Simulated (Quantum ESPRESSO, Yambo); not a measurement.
K2S (anti-fluorite, space group Fm-3m, No. 225) under isotropic strain (on all lattice vectors), counted from the cell relaxed with PBEsol, atoms relaxed at each step. PBEsol (pw.x of Quantum ESPRESSO, ONCV potentials, no spin-orbit coupling); G0W0 in Yambo (4×4×4 Γ-centred k mesh, 180 bands and a 8 Ry block in the screening, 180 bands in G with the Bruneval-Gonze terminator, plasmon pole fitted at 27.2 eV).

| strain s (%) | PBEsol direct gap at Γ (eV) | G0W0 direct gap at Γ (eV) |
|---|---|---|
| -3 | ? | ? |
| -1.5 | 2.737 | 4.584 |
| -0.7 | 2.650 | 4.486 |
| 0 | 2.578 | 4.411 |
| +1 | 2.477 | 4.303 |
| +2 | 2.381 | 4.185 |

Q: Fit a parabola in s to each column by least squares and predict the withheld row.

A: PBEsol: E = 2.578 − 0.1028 s + 0.0023 s² (largest residual 0 meV), giving 2.907 eV at s = -3; the run gave 2.907 eV, a miss of 0 meV. G0W0: E = 4.411 − 0.1129 s + 0.0004 s² (largest residual 4 meV), giving 4.754 eV at s = -3; the run gave 4.757 eV, a miss of 3 meV. The withheld row lies outside the fitted range, so this is an extrapolation. The GW settings are held fixed; their convergence isn't established. The screening block changes size along the series (283 vectors at -3 %, 283 vectors at -1.5 %, 283 vectors at -0.7 %, 283 vectors at +0 %, 283 vectors at +1 %, 307 vectors at +2 %), which puts steps into the G0W0 values.
